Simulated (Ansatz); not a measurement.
Values for one crystal, relaxed and computed with PBEsol in the plane-wave PAW code Ansatz; other levels are named.

```yaml
volume_per_atom: 23.65 Å³
electronic_character: metallic (no gap)
Pressure derivative B′: 4.6
highest_zone_centre_frequency: 26.7 meV
zone_centre_stability: no imaginary mode at Γ
Density of states at the Fermi level: 0.11 states/eV per atom (mean over ±0.08 eV)
Gap with spin–orbit coupling: none (metallic)
```

Question: Pick the material that matches.
A) ZrSnTe, P4/nmm (Zr on 2c, Sn on 2a, Te on 2c)
B) YTe, rock salt
C) SnSe, zinc blende
D) SnGe, Pmma (Ge on 2e, Sn on 2f)

Answer: A, ZrSnTe, P4/nmm (Zr on 2c, Sn on 2a, Te on 2c)

The first step of the workflow began from a Materials Project structure, measured or hypothetical; the Crystallography Open Database copy checked does not list it. Its standing as an ambient phase is unchecked. Symmetry was held in the PBEsol relaxation. No spin polarisation was allowed. Scalar-relativistic: spin–orbit coupling is off unless named, which matters more the heavier the elements.

Potentials: the later of the program's two PAW sets.
